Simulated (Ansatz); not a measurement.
Bi₂Pd:
```
Bi2Pd
1.0
   -1.66594     1.66594     6.35509
    1.66594    -1.66594     6.35509
    1.66594     1.66594    -6.35509
Bi Pd
2 1
Direct
  0.63649   0.63649   0.00000
  0.36351   0.36351   0.00000
  0.00000   0.00000   0.00000
```

Relaxed with LDA.

### Question
Which orbitals make up the states near the Fermi level in the program Ansatz at the LDA level (PAW)?

### Answer
Within 0.5 eV of the Fermi level: Bi 6p 72 %, Pd 4d 18 %. Projections are on Löwdin-orthogonalised atomic valence shells; empty p or d shells of many metals are not among them.

### Question
Tabulate the density of states.

### Answer
States/eV per cell of 3 atoms, in 0.25 eV bins, energy from the Fermi level.

| E (eV) | total | Bi 6p | Pd 4d | Bi 6s |
|---|---|---|---|---|
| -7.85 | 0.00 | 0.00 | 0.00 | 0.00 |
| -7.60 | 0.00 | 0.00 | 0.00 | 0.00 |
| -7.35 | 0.00 | 0.00 | 0.00 | 0.00 |
| -7.10 | 0.00 | 0.00 | 0.00 | 0.00 |
| -6.85 | 0.00 | 0.00 | 0.00 | 0.00 |
| -6.60 | 0.02 | 0.01 | 0.00 | 0.00 |
| -6.35 | 0.50 | 0.39 | 0.08 | 0.01 |
| -6.10 | 0.63 | 0.49 | 0.11 | 0.01 |
| -5.85 | 0.72 | 0.54 | 0.13 | 0.02 |
| -5.60 | 0.85 | 0.62 | 0.18 | 0.03 |
| -5.35 | 1.26 | 0.82 | 0.37 | 0.03 |
| -5.10 | 3.20 | 1.92 | 1.19 | 0.05 |
| -4.85 | 3.50 | 2.09 | 1.30 | 0.06 |
| -4.60 | 2.21 | 1.01 | 1.11 | 0.06 |
| -4.35 | 2.09 | 0.78 | 1.21 | 0.07 |
| -4.10 | 4.85 | 1.20 | 3.47 | 0.12 |
| -3.85 | 4.31 | 0.98 | 3.20 | 0.09 |
| -3.60 | 3.78 | 0.68 | 2.95 | 0.10 |
| -3.35 | 7.12 | 0.89 | 6.00 | 0.16 |
| -3.10 | 6.41 | 0.88 | 5.27 | 0.18 |
| -2.85 | 4.66 | 1.23 | 3.18 | 0.16 |
| -2.60 | 1.75 | 0.80 | 0.81 | 0.08 |
| -2.35 | 1.34 | 0.74 | 0.50 | 0.06 |
| -2.10 | 2.09 | 0.77 | 1.23 | 0.06 |
| -1.85 | 2.99 | 1.12 | 1.73 | 0.09 |
| -1.60 | 2.56 | 1.41 | 0.97 | 0.12 |
| -1.35 | 2.27 | 1.40 | 0.68 | 0.12 |
| -1.10 | 1.44 | 0.93 | 0.38 | 0.08 |
| -0.85 | 0.82 | 0.55 | 0.19 | 0.06 |
| -0.60 | 0.69 | 0.46 | 0.15 | 0.06 |
| -0.35 | 0.85 | 0.59 | 0.18 | 0.05 |
| -0.10 | 1.18 | 0.84 | 0.23 | 0.05 |
| 0.15 | 1.32 | 0.97 | 0.23 | 0.05 |
| 0.40 | 1.43 | 1.06 | 0.23 | 0.05 |
| 0.65 | 1.60 | 1.21 | 0.23 | 0.05 |
| 0.90 | 1.90 | 1.42 | 0.27 | 0.06 |
| 1.15 | 1.99 | 1.49 | 0.26 | 0.05 |
| 1.40 | 1.48 | 1.17 | 0.13 | 0.04 |
| 1.65 | 1.52 | 1.23 | 0.12 | 0.03 |
| 1.90 | 1.84 | 1.43 | 0.15 | 0.03 |
| 2.15 | 1.78 | 1.31 | 0.13 | 0.02 |
| 2.40 | 1.72 | 1.20 | 0.11 | 0.02 |
| 2.65 | 1.53 | 1.09 | 0.09 | 0.02 |
| 2.90 | 1.48 | 1.01 | 0.08 | 0.01 |
| 3.15 | 1.45 | 1.00 | 0.07 | 0.01 |
| 3.40 | 1.61 | 0.96 | 0.06 | 0.01 |
| 3.65 | 1.58 | 0.74 | 0.04 | 0.01 |
| 3.90 | 1.50 | 0.67 | 0.03 | 0.00 |
| 4.15 | 1.55 | 0.67 | 0.03 | 0.00 |
| 4.40 | 1.51 | 0.64 | 0.03 | 0.00 |
| 4.65 | 1.46 | 0.60 | 0.03 | 0.00 |

Space group I4/mmm (MoSi2 or CaC2 type). The first step of the workflow began from a Materials Project structure, measured or hypothetical; the Crystallography Open Database files this formula in space group No. 139, but the cells were not matched. Its standing as an ambient phase is unchecked. The LDA relaxation kept the symmetry of its start; whether a distortion lowers the energy is not shown. No spin polarisation was allowed. Scalar-relativistic: spin–orbit coupling is off unless named, which matters more the heavier the elements.

Potentials: the later of the program's two PAW sets.
